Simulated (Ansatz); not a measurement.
## Cu5Ni: phonons across the zone

Computed with Ansatz 0.2.0, DFT PBE, scalar-relativistic, plane waves, PAW. Cutoff 420 eV, 12×12×10 k-points (Γ-centred), Fermi-Dirac smearing of 0.15 eV. No spin polarisation. Phonons by linear response, acoustic sum rule imposed.

Relaxed structure:
```xyz
6
Lattice="4.4111 0.0000 0.0000 -2.2055 3.8201 0.0000 0.0000 0.0000 4.1890" Properties=species:S:1:pos:R:3 pbc="T T T"
Cu    0.7273    1.2597    0.0000
Cu   -1.4782    2.5604    0.0000
Cu    2.9565    0.0000    0.0000
Cu    2.2055    1.2734    2.0945
Cu    0.0000    2.5467    2.0945
Ni    0.0000    0.0000    2.0945
```

The structure comes from a generated guess, relaxed at this level; another structure or a mixture of phases may lie lower. In a metal, frequencies and elastic constants depend on the k mesh and the smearing, soft modes and shear constants most. The q mesh is coarse, so values between its points are rough.

Force constants from linear response on a 2×2×2 q mesh.

Path: Γ–M–K–Γ–A–L–H–A | L–M | H–K. Only the points of the 2×2×2 mesh were computed; the rest is interpolation, which is rough on so few points. On the mesh no mode is imaginary. Distance along the path (Å⁻¹), then the branches (cm⁻¹, negative for imaginary):
```
0.000  0 0 0 108 108 169 169 172 182 185 185 193 205 205 211 227 227 250
0.206  25 28 54 113 118 157 160 170 175 183 189 193 201 208 215 229 231 248
0.411  50 57 101 129 140 141 148 148 156 182 188 192 200 213 220 226 238 242
0.617  75 85 121 127 130 135 140 159 167 169 178 198 208 211 214 225 233 243
0.822  98 99 110 111 119 137 149 153 172 186 191 194 196 199 220 224 226 245
0.941  99 100 108 109 118 135 151 154 172 185 189 197 200 201 220 224 225 243
1.060  101 102 104 105 116 129 154 158 170 186 190 203 204 206 219 220 223 238
1.179  102 104 105 105 111 121 156 161 167 190 194 208 209 210 216 217 221 230
1.297  102 106 106 110 110 110 157 164 164 197 197 202 214 214 217 217 220 223
1.535  85 86 118 121 123 124 148 165 167 172 188 206 209 210 213 228 229 231
1.772  58 61 119 130 138 141 142 145 154 180 185 196 201 213 218 232 234 240
2.009  29 32 62 114 121 155 158 168 171 184 190 192 199 209 215 230 231 247
2.247  0 0 0 108 108 169 169 172 182 185 185 193 205 205 211 227 227 250
2.434  22 22 54 106 106 163 163 164 175 186 186 200 210 210 217 226 226 247
2.622  43 43 100 100 105 151 151 151 163 191 191 210 218 218 221 221 225 236
2.809  62 62 91 91 141 142 142 147 155 198 198 214 214 215 217 225 225 232
2.997  77 77 79 79 137 138 138 149 185 189 204 204 207 207 220 227 227 235
3.202  83 85 90 92 137 138 138 149 186 189 194 198 198 199 226 232 233 238
3.408  97 101 116 118 137 138 140 149 178 180 183 184 190 193 232 233 241 243
3.614  114 119 134 138 138 139 143 151 162 162 169 170 200 202 228 228 247 248
3.819  127 128 130 135 147 148 148 153 154 155 156 163 212 214 217 220 249 249
3.938  128 129 130 135 146 147 149 153 153 154 155 163 213 215 218 220 247 248
4.056  128 130 132 136 144 146 149 151 152 153 153 163 216 219 221 223 244 245
4.175  130 133 133 139 141 144 149 150 150 151 151 163 221 223 226 226 238 239
4.294  131 135 137 137 141 141 149 149 150 150 150 163 226 226 228 230 230 236
4.531  120 125 136 140 141 141 145 149 157 158 159 165 209 209 233 236 237 240
4.769  102 107 124 126 137 138 140 149 173 176 177 178 193 195 234 238 238 242
5.006  84 87 94 96 137 138 138 149 186 190 192 196 196 196 228 233 233 239
5.244  77 77 79 79 137 138 138 149 185 189 204 204 207 207 220 227 227 235
5.337  125 127 129 133 143 146 149 155 155 157 158 166 209 212 218 221 246 251
5.525  114 118 123 124 134 140 152 156 163 169 171 177 200 203 222 225 240 251
5.712  104 107 116 116 125 137 152 155 168 180 184 190 194 196 222 226 233 249
5.900  99 99 110 112 120 137 149 153 172 185 190 193 196 198 221 224 228 246
5.994  131 135 137 137 141 141 149 149 150 150 150 163 226 226 228 230 230 236
6.181  122 128 128 133 133 139 143 150 150 167 167 175 220 220 222 232 232 237
6.369  112 117 117 120 120 124 150 158 158 184 184 191 211 211 214 231 231 236
6.556  105 109 109 113 113 114 155 162 162 196 196 202 206 206 210 225 225 231
6.744  102 106 106 110 110 110 157 164 164 197 197 202 214 214 217 217 220 223
```
